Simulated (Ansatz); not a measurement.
What a change of settings does to a run on TePd

Structure from Materials Project entry mp-564 (possibly hypothetical), not relaxed further.

First run: DFT, PBEsol, PAW with Ansatz's default frozen-core files, scalar-relativistic (Ansatz 0.2.0).

Command: `ansatz run input.yaml --threads 1 --pin off --max-ram 4096MiB --backend cpu --events-out ev --progress --plain --runs-dir out` The run took 34 s on 1 thread of Arm Neoverse V2 (shared host), peak memory 0.51 GiB.

```yaml
crystal:
  lattice:
    - [4.1820076164, 0.0, 0.0]
    - [-2.0910038082, 3.6217248346, 0.0]
    - [0.0, 0.0, 5.73799994]
  atoms:
    - { symbol: Te, position: [0.3333333333, 0.6666666667, 0.25] }
    - { symbol: Te, position: [0.6666666667, 0.3333333333, 0.75] }
    - { symbol: Pd, position: [0.0, 0.0, 0.0] }
    - { symbol: Pd, position: [0.0, 0.0, 0.5] }
kpoints:
  mp_grid: { grid: [9, 9, 6] }
  band_path:
    path:
      - [0.0, 0.0, 0.0]
      - [0.5, 0.0, 0.0]
      - [0.3333333333, 0.3333333333, 0.0]
      - [0.0, 0.0, 0.0]
      - [0.0, 0.0, 0.5]
      - [0.5, 0.0, 0.5]
      - [0.3333333333, 0.3333333333, 0.5]
      - [0.0, 0.0, 0.5]
      - [0.5, 0.0, 0.5]
    npoints: 14
scf:
  occupations: { method: fermi_dirac, width: 0.05 }
hamiltonian:
  xc: pbesol
  pseudopotentials: { kind: paw }
output:
  forces: true
  stress: true
  eigenvalues: true
  efg: { contact_densities: true }
  populations: true
  bader: true
  dos: { projected: true, de: 0.2, e_range: [-14, 8] }
  write_density: true
  write_potential: true
  elf: true
  volumetric_format: npy
```

Result: converged; pressure -3.55 GPa; no gap on the k mesh; 6 SCF iterations.

Spin polarisation is left out, and whether a magnetic state lies lower isn't shown here.

Spin–orbit coupling is left out, though it moves levels of the heavy atoms by tenths of an eV or more.

The input is then changed:

```diff
@@ -28,4 +28,5 @@
   xc: pbesol
   pseudopotentials: { kind: paw }
+  dispersion: d4
 output:
   forces: true
@@ -34,6 +35,4 @@
   efg: { contact_densities: true }
   populations: true
-  bader: true
-  dos: { projected: true, de: 0.2, e_range: [-14, 8] }
   write_density: true
   write_potential: true
```

Task: Predict the outcome of the changed run.

Result: It converged; pressure -5.67 GPa; no gap on the k mesh; 6 SCF iterations.

The results part of its log:

```
SCF 1 converged in 6 iterations: F = -27619.027285 eV  dr2 = 2.25e-9
  greatest PAW one-centre occupation: 0.999 electrons in one spin orbital (limit 2), on the Pd atom at site 3 (counted from 0), in its partial waves of l = 0
NSCF: frozen V_eff on 113 k-points
SCF converged after 6 iterations
Free energy (F): -27619.027285 eV
Harris-Foulkes:  -27619.027285 eV  (|F-HF|=6.15e-10)
Internal energy: -27619.007133 eV  (E = F + TS)
E sigma→0 (E₀):  -27619.017209 eV
Entropy (-TS):   -0.020152 eV (-5.038 meV/atom)
Fermi energy:    14.232756 eV
--- Per-component energies (eV) ---
  E_band       = -858.142673
  E_kinetic    = 1391.194691
  E_local      = -6643.042320  (includes V_loc(G=0)·N_el)
  E_nonlocal   = -175.355214
  E_hartree    = 3311.678542
  E_xc         = -582.550676
  E_vxc        = -631.338963  (∫ρ·V_xc dr)
  E_paw        = -16541.344372  (= ΣΔE_a)
  E_vpaw       = -1422.957133  (= ΣTr[D̂ρ^β])
  E_aug_tail   = 0.000052  (compensation charges beyond the density's cutoff)
  E_ewald      = -8379.725246
  E_disp       = -1.217268  (pairwise vdW)
  E_core_change = 1.354679  (= ΣΔE_core)
  E_smearing   = -0.020152  (= −TS)
  E_closure    = 0.000000  (closes the sum)
  Σ components = -27619.027285   (vs F -27619.027285, Δ=0.00e0)
--- Forces (eV/Å), atoms counted from 1 ---
  atom   1  Te     0.00000000    -0.00000000    -0.00000000
  atom   2  Te    -0.00000000     0.00000000     0.00000000
  atom   3  Pd     0.00000000     0.00000000     0.00000000
  atom   4  Pd     0.00000000     0.00000000     0.00000000
  max |Σ_I F_I| component: 1.16e-18 eV/Å
--- Stress (GPa, compression-positive) ---
       -5.263845       0.000000      -0.000000
       -0.000000      -5.263845      -0.000000
       -0.000000      -0.000000      -6.483180
  P = ⅓ Tr σ = -5.6703 GPa (-56.703 kbar)
--- PAW observables at the nuclei: V_zz in 10²¹ V/m², potentials from the cell's mean, atoms counted from 1 ---
  atom   1  Te V_zz =    +2.675282   η = 0.0000   by run symmetry: allowed
            electrostatic potential = -8652.382315 V   contact ρ = 1466682.744299 e/Å³
  atom   2  Te V_zz =    +2.675282   η = 0.0000   by run symmetry: allowed
            electrostatic potential = -8652.382315 V   contact ρ = 1466682.744299 e/Å³
  atom   3  Pd V_zz =    -2.516418   η = 0.0000   by run symmetry: allowed
            electrostatic potential = -7250.137689 V   contact ρ = 864327.921179 e/Å³
  atom   4  Pd V_zz =    -2.516418   η = 0.0000   by run symmetry: allowed
            electrostatic potential = -7250.137689 V   contact ρ = 864327.921179 e/Å³
--- Band table (eV; the first three rows and the last of 48) ---
  k-point 0: bands = ["-70.2173", "-70.2068", "-36.0355", "-36.0062", "-36.0062", "-35.9925", "-35.9925", "-35.8927", "-23.1783", "-23.1783", "-23.1736", "-23.1734", "-23.1708", "-23.1708", "-23.1692", "-23.1692", "-23.1682", "-23.1682", "0.9535", "3.1969", "7.9097", "9.0109", "9.0109", "9.9584", "10.7524", "10.7524", "11.1655", "11.1655", "12.1679", "12.1679", "13.2083", "13.2083", "13.9806", "14.7005", "16.0051", "16.0051", "16.6282", "17.3678", "19.4909", "19.4909", "22.3078"]
  k-point 1: bands = ["-70.2166", "-70.2075", "-36.0260", "-36.0053", "-36.0053", "-35.9935", "-35.9935", "-35.9024", "-23.1778", "-23.1778", "-23.1736", "-23.1734", "-23.1712", "-23.1712", "-23.1692", "-23.1692", "-23.1684", "-23.1684", "1.0563", "2.9509", "8.2850", "9.1046", "9.1046", "10.0706", "10.8199", "10.8199", "10.9120", "10.9120", "11.9470", "11.9470", "13.6178", "13.6379", "13.6379", "14.0314", "15.9110", "15.9110", "16.9907", "17.9474", "19.5450", "19.5450", "21.7187"]
  k-point 2: bands = ["-70.2147", "-70.2094", "-36.0028", "-36.0028", "-36.0000", "-35.9959", "-35.9959", "-35.9287", "-23.1762", "-23.1762", "-23.1735", "-23.1734", "-23.1723", "-23.1723", "-23.1691", "-23.1691", "-23.1688", "-23.1688", "1.3566", "2.4052", "9.1761", "9.3797", "9.3797", "10.2941", "10.3671", "10.3671", "11.0116", "11.0116", "11.6210", "11.6210", "12.9072", "12.9283", "14.3881", "14.3881", "15.6130", "15.6130", "17.7948", "18.7375", "19.7399", "19.7399", "20.8313"]
  k-point 47: bands = ["-70.2120", "-70.2120", "-36.0007", "-36.0007", "-36.0004", "-36.0004", "-35.9643", "-35.9643", "-23.1764", "-23.1764", "-23.1738", "-23.1738", "-23.1691", "-23.1691", "-23.1690", "-23.1690", "-23.1686", "-23.1686", "2.6309", "2.6309", "8.6885", "8.6885", "9.3053", "9.3053", "10.0521", "10.0521", "11.3752", "11.3752", "11.4138", "11.4138", "12.0199", "12.0199", "12.3836", "12.3836", "16.2686", "16.2686", "19.4845", "19.4845", "19.7476", "19.7476", "22.3351"]
--- Löwdin populations: 4 sites ---
  site symbol       q [e]
     0     Te     16.4049
     1     Te     16.4049
     2     Pd     17.3375
     3     Pd     17.3375
  spilling = 0.007577 (of n_electrons = 68.000000)
```
